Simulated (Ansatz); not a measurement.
TlF:
```cif
data_FTl
_chemical_formula_sum 'Tl1 F1'
_space_group_name_H-M_alt 'P 1'
_space_group_IT_number 1
_cell_length_a 3.82433
_cell_length_b 3.82433
_cell_length_c 3.82433
_cell_angle_alpha 60.000
_cell_angle_beta 60.000
_cell_angle_gamma 60.000
loop_
_space_group_symop_operation_xyz
  'x, y, z'
loop_
_atom_site_label
_atom_site_type_symbol
_atom_site_fract_x
_atom_site_fract_y
_atom_site_fract_z
_atom_site_occupancy
Tl1 Tl 0.00000 0.00000 0.00000 1
F1 F 0.50000 0.50000 0.50000 1
```

Relaxed with LDA.

### Question
Which orbitals make up the states near the band edges in the program Ansatz at the LDA level (PAW)?

### Answer
Top 1 eV of the valence band: F 2p 50 %, Tl 6s 45 %. Bottom 1 eV of the conduction band: Tl 6p 79 %, F 2s 7 %, Tl 6s 5 %, F 2p 5 %. Projections are on Löwdin-orthogonalised atomic valence shells; empty p or d shells of many metals are not among them.

### Question
Tabulate the density of states.

### Answer
States/eV per cell of 2 atoms, in 0.25 eV bins, energy from the valence-band maximum.

```csv
E (eV),total,F 2p,Tl 6p,Tl 6s
-7.87,0.00,0.00,0.00,0.00
-7.62,0.00,0.00,0.00,0.00
-7.37,0.00,0.00,0.00,0.00
-7.12,0.00,0.00,0.00,0.00
-6.87,0.00,0.00,0.00,0.00
-6.62,0.00,0.00,0.00,0.00
-6.37,0.00,0.00,0.00,0.00
-6.12,0.00,0.00,0.00,0.00
-5.87,0.00,0.00,0.00,0.00
-5.62,2.30,0.75,0.23,1.20
-5.37,2.15,0.80,0.25,1.01
-5.12,1.36,0.60,0.17,0.55
-4.87,0.99,0.48,0.13,0.36
-4.62,0.73,0.39,0.10,0.23
-4.37,0.46,0.28,0.08,0.09
-4.12,0.09,0.06,0.01,0.01
-3.87,1.05,0.81,0.17,0.06
-3.62,2.12,1.76,0.27,0.05
-3.37,3.89,3.44,0.34,0.04
-3.12,4.77,4.41,0.23,0.03
-2.87,4.11,3.88,0.08,0.01
-2.62,0.13,0.11,0.01,0.01
-2.37,0.19,0.13,0.01,0.05
-2.12,0.32,0.18,0.02,0.11
-1.87,0.50,0.27,0.03,0.18
-1.62,0.85,0.46,0.05,0.32
-1.37,1.04,0.55,0.07,0.41
-1.12,1.17,0.59,0.07,0.49
-0.87,1.48,0.73,0.07,0.66
-0.62,1.46,0.73,0.05,0.66
-0.37,0.67,0.34,0.02,0.30
-0.12,0.16,0.08,0.00,0.07
0.13,0.00,0.00,0.00,0.00
0.38,0.00,0.00,0.00,0.00
0.63,0.00,0.00,0.00,0.00
0.88,0.00,0.00,0.00,0.00
1.13,0.00,0.00,0.00,0.00
1.38,0.00,0.00,0.00,0.00
1.63,0.00,0.00,0.00,0.00
1.88,0.10,0.00,0.08,0.00
2.13,0.17,0.01,0.13,0.01
2.38,0.25,0.01,0.19,0.01
2.63,0.32,0.02,0.25,0.02
2.88,0.43,0.03,0.33,0.03
3.13,0.59,0.04,0.45,0.05
3.38,0.82,0.06,0.62,0.07
3.63,1.03,0.10,0.76,0.10
3.88,1.82,0.31,1.31,0.12
4.13,0.67,0.08,0.47,0.08
4.38,0.33,0.02,0.22,0.07
4.63,0.47,0.05,0.34,0.05
4.88,0.84,0.10,0.65,0.05
5.13,0.80,0.09,0.63,0.05
5.38,0.81,0.08,0.64,0.04
5.63,0.81,0.07,0.66,0.04
5.88,0.80,0.06,0.66,0.03
6.13,0.88,0.06,0.74,0.03
6.38,0.93,0.05,0.79,0.03
```

Space group Fm-3m (rock salt). The workflow started from an entry of the Crystallography Open Database (COD); the relaxed space group is not among those it files for this formula. COD files the formula under space group No. 28, 57, 69, 129, 139, so this cell is another polymorph or a model. Its standing as an ambient phase is unchecked. Symmetry was held in the LDA relaxation; whether a distortion lowers the energy is not shown. Scalar-relativistic: spin–orbit coupling is off unless named, which matters more the heavier the elements.

Potentials: the later of the program's two PAW sets.
